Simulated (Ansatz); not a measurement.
Ge₂Mo:
```xyz
6
Lattice="0.0000 4.2073 4.4444 2.3905 0.0000 4.4444 2.3905 4.2073 0.0000" Properties=species:S:1:pos:R:3 pbc="T T T"
Ge     2.3905     5.5944     4.4444
Ge     2.3905     2.8201     4.4444
Ge     3.5858     4.9237     6.6666
Ge     3.5858     7.6980     6.6666
Mo     0.0000     0.0000     0.0000
Mo     1.1953     2.1036     2.2222
```

Relaxed with PBEsol. Special points in fractions of this cell's reciprocal vectors: Γ (0.000, 0.000, 0.000); Y (0.500, 0.000, 0.500); T (1.000, 0.500, 0.500); Z (0.500, 0.500, 0.000); Σ0 (0.000, 0.403, 0.403); U0 (1.000, 0.597, 0.597); C0 (0.500, 0.242, 0.742); A0 (0.500, 0.758, 0.258); L (0.500, 0.500, 0.500).

Q: List the band energies nearest the Fermi level at these points for plane-wave PAW PBEsol (Ansatz code).

A: In eV from the Fermi level; about four levels below and three above (degenerate sets whole), none deeper than 8.9 eV; points with the same levels are listed once.

```tsv
k	below	above
Γ	-3.00 -2.37 -2.26 -2.20	0.30 1.37 2.06
Y	-2.70 -2.70 -0.29 -0.29	1.59 1.59 2.21 2.21
T	-2.23 -2.23 -0.75 -0.75	0.79 0.79 1.49 1.49
Z	-2.01 -2.01 -1.02 -1.02	2.30 2.30 2.37 2.37
Σ0	-1.61 -1.54 -0.78 -0.77	0.23 1.22 1.62
C0	-3.07 -3.07 -2.72 -2.72	0.02 0.02 0.50 0.50
L	-2.68 -1.78 -1.50 -0.38	0.04 0.35 0.95
```

Space group Fddd. A made-up cell: these elements were put on the sites of a structure type; neither database checked (COD, Materials Project) lists it. COD files the formula under space group No. 62. Whether it is the stable phase at ambient conditions was not checked. Symmetry was held in the PBEsol relaxation; its stability against distortions is not shown here. The run is not spin-polarised. Scalar-relativistic: spin–orbit coupling is off unless named, which matters more the heavier the elements.

Potentials: the earlier of the program's two PAW sets. The files were generated under PBE; for other functionals the program regenerates the frozen cores, and for LDA and PBEsol the local potential too.
